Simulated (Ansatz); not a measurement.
Input, command and steps of an Ansatz relaxation.

```yaml
crystal:
  lattice:
    - [4.3372234059, 0.0, 0.0]
    - [-2.168611703, 3.7561456514, 0.0]
    - [0.0, 0.0, 9.3623392619]
  atoms:
    - { symbol: Sr, position: [0.0, 0.0, 0.5] }
    - { symbol: Sr, position: [0.0, 0.0, 0.0] }
    - { symbol: As, position: [0.3333333333, 0.6666666667, 0.75] }
    - { symbol: As, position: [0.6666666667, 0.3333333333, 0.25] }
    - { symbol: Pt, position: [0.3333333333, 0.6666666667, 0.25] }
    - { symbol: Pt, position: [0.6666666667, 0.3333333333, 0.75] }
basis:
  ecutwfc: 420
kpoints:
  mp_grid: { grid: [12, 12, 4] }
hamiltonian:
  xc: pbesol
scf:
  occupations: { method: gaussian, width: 0.1 }
output:
  forces: true
  stress: true
  eigenvalues: true
relax:
  adjacent_minimum: "off"
  f_tol: 0.01
  max_steps: 30
  cell: { stress_tol: 0.1, fix: [volume] }
```

```bash
ansatz run input.yaml --threads 2 --pin off --max-ram 5120MiB --backend cpu --events-out ev --progress --plain --runs-dir out
```

Method: Ansatz, DFT PBEsol, scalar-relativistic, plane waves, PAW.

The volume is held at 1.1 times that of the relaxed cell.

Of 3 frames 3 are shown, positions in Å and forces in eV/Å; the SCF threshold varies from step to step. Steps run on the plane waves of an earlier cell, with a Pulay correction in the pressure. The basis is chosen afresh for the last frame, the zero of the energies, and at times for earlier ones too; energy and pressure step there, also at an unchanged geometry.

```xyz
6
Lattice="4.3372 0.0000 0.0000 -2.1686 3.7561 0.0000 0.0000 0.0000 9.3623" Properties=species:S:1:pos:R:3:forces:R:3 pbc="T T T" step=1 free_energy_over_end_meV_per_atom=1.04 pressure_GPa=-6.13
Sr    0.0000    0.0000    4.6812    0.0000    0.0000    0.0000
Sr    0.0000    0.0000    0.0000    0.0000    0.0000    0.0000
As    0.0000    2.5041    7.0218    0.0000    0.0000    0.0000
As    2.1686    1.2520    2.3406    0.0000    0.0000    0.0000
Pt    0.0000    2.5041    2.3406    0.0000    0.0000    0.0000
Pt    2.1686    1.2520    7.0218    0.0000    0.0000    0.0000
6
Lattice="4.3146 0.0000 0.0000 -2.1573 3.7366 0.0000 0.0000 0.0000 9.4607" Properties=species:S:1:pos:R:3:forces:R:3 pbc="T T T" step=2 free_energy_over_end_meV_per_atom=0.00 pressure_GPa=-5.78
Sr    0.0000    0.0000    4.7304    0.0000    0.0000    0.0000
Sr    0.0000    0.0000    0.0000    0.0000    0.0000    0.0000
As    0.0000    2.4910    7.0955    0.0000    0.0000    0.0000
As    2.1573    1.2455    2.3652    0.0000    0.0000    0.0000
Pt    0.0000    2.4910    2.3652    0.0000    0.0000    0.0000
Pt    2.1573    1.2455    7.0955    0.0000    0.0000    0.0000
6
Lattice="4.3146 0.0000 0.0000 -2.1573 3.7366 0.0000 0.0000 0.0000 9.4607" Properties=species:S:1:pos:R:3:forces:R:3 pbc="T T T" step=3 free_energy_over_end_meV_per_atom=0.00 pressure_GPa=-5.78
Sr    0.0000    0.0000    4.7304    0.0000    0.0000    0.0000
Sr    0.0000    0.0000    0.0000    0.0000    0.0000    0.0000
As    0.0000    2.4910    7.0955    0.0000    0.0000    0.0000
As    2.1573    1.2455    2.3652    0.0000    0.0000    0.0000
Pt    0.0000    2.4910    2.3652    0.0000    0.0000    0.0000
Pt    2.1573    1.2455    7.0955    0.0000    0.0000    0.0000
```

Time: 20 s on 2 threads of Intel(R) Xeon(R) 6975P-C (Granite Rapids) (shared host), peak memory 0.73 GiB.

Spin–orbit coupling is left out, which can shift energies with elements as heavy as these.